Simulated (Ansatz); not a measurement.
Calculated ³³S nuclear quadrupole resonance for S

Cell: a COD entry whose atoms were relaxed with PBE, the cell held.

```cif
data_S
_symmetry_space_group_name_H-M 'R-3:H'
_symmetry_Int_Tables_number 148
_cell_length_a 10.7660
_cell_length_b 10.7660
_cell_length_c 4.2250
_cell_angle_alpha 90.000
_cell_angle_beta 90.000
_cell_angle_gamma 120.000
loop_
_atom_site_label
_atom_site_type_symbol
_atom_site_symmetry_multiplicity
_atom_site_Wyckoff_symbol
_atom_site_fract_x
_atom_site_fract_y
_atom_site_fract_z
S S 18 f 0.1916 0.1499 0.3944
```

One atom of each set is listed; the run and its k-mesh use a cell of 6 atoms with edges of 6.37, 6.37, 6.37 Å.

The numbers come from a DFT calculation in Ansatz (PBE, plane waves and PAW, scalar-relativistic, 420 eV cutoff, Γ-centred 7×7×7 k-points, Fermi–Dirac smearing 0.05 eV).

³³S: I = 3/2, Q = -69.40 mb (year-2017 value). Static lattice, zero field.

(1) At which frequencies do the ³³S NQR lines lie?

Results:

(1) For I = 3/2 there is one line, ν = (|C_Q|/2)(1 + η²/3)^½.

```csv
site,atoms,V_zz (10²¹ V/m²),C_Q (MHz),η,line frequencies (MHz)
S,6,-27.8,46.7,0.40,23.9
```

The structure holds S–S bonds (2.08 Å). At S V_zz stands upright on the plane of its two bonds (within 4°).
